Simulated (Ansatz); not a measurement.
A geometry of AlNi away from equilibrium: step 13 of the relaxation of a generated cell, AlNi built in the AFLOW prototype AB_oP4_59_a_b (as in CuTe). These are PBEsol (plane waves to 420 eV, PAW, scalar-relativistic; Ansatz, a quantum-chemistry and plane-wave program) values and carry that method's errors. Γ-centred k-mesh 12×10×6 on the run's cell (coarser than for final values), Fermi–Dirac smearing 0.05 eV.

```xyz
4
Lattice="2.7034 0.0000 0.0000 0.0000 4.1705 0.0000 0.0000 0.0000 4.2099" Properties=species:S:1:pos:R:3:forces:R:3 pbc="T T T" free_energy=-12660.751 pressure_GPa=3.9
Al     0.0000     0.0000     0.4767    0.0000    0.0000   -0.0019
Al     1.3517     2.0852     3.7332    0.0000    0.0000    0.0019
Ni     0.0000     2.0852     1.6718    0.0000    0.0000   -0.0105
Ni     1.3517     0.0000     2.5381    0.0000    0.0000    0.0105
```

Positions in Å, forces in eV/Å, free energy of the cell in eV (comparable only within this code, potentials and settings). Largest force: 0.01 eV/Å, on Ni3, Ni4 (atoms numbered as listed); the geometry lies 0.02 eV/atom above the end of its relaxation.

Spin-polarised start, with parallel moments on Ni.

No spin polarisation in the result: the starting moments vanished. A magnetic state may lie lower.

The run could not lose the symmetry of its start, so the end can be a saddle point.

The end of the path is a generated cell of AlNi: the first start was made by placing the elements on the sites of a structure type, and the end was not matched to a known phase here, so it may be hypothetical. Known forms of AlNi include space group No. 221.
